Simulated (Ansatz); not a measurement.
# Two-dimensional strain map in GaIr

Level of theory: DFT r2SCAN, scalar-relativistic, plane waves, PAW in Ansatz. The runs took a 500 eV cutoff, a Γ-centred 16×16×16 mesh and Gaussian smearing (0.15 eV). Spin–orbit coupling is left out, which can shift energies with elements as heavy as these. No spin polarisation. Energies are free energies at this smearing, counted from the undisturbed cell; pressure is positive in compression.

The starting cell (as given, not relaxed at this level; it stands at 5.7 GPa, and it needn't be the usual structure):

```xyz
2
Lattice="3.0040 0.0000 0.0000 0.0000 3.0040 0.0000 0.0000 0.0000 3.0040" Properties=species:S:1:pos:R:3 pbc="T T T"
Ga    0.0000    0.0000    0.0000
Ir    1.5020    1.5020    1.5020
```

The cell is strained by p along both x and y and by q along z, fractional coordinates fixed. Points are written (p, q).

Energy above the undisturbed cell in meV/atom (a dash: not computed):

| p \ q | -0.030 | -0.015 | 0.000 | 0.015 | 0.030 |
| --- | --- | --- | --- | --- | --- |
| -0.030 | 146.5 | 107.1 | 74.5 | 48.5 | 28.9 |
| -0.015 | 74.2 | 46.0 | 25.5 | 10.6 | 1.2 |
| 0.000 | 29.6 | 10.7 | 0.0 | -4.5 | -4.4 |
| 0.015 | 9.6 | -1.1 | -3.9 | 0.0 | 9.0 |
| 0.030 | 11.1 | 7.6 | 11.8 | 22.4 | 38.6 |

Pressure in GPa:

```
 p \ q  -0.030  -0.015  0.000  0.015  0.030
-0.030    36.6    30.5   25.0   19.8   15.1
-0.015    24.8    19.4   14.6   10.1    6.0
 0.000    14.8    10.0    5.7    1.8   -1.7
 0.015     6.2     2.0   -1.8   -5.2   -8.3
 0.030    -1.1    -4.8   -8.2  -11.1  -13.8
```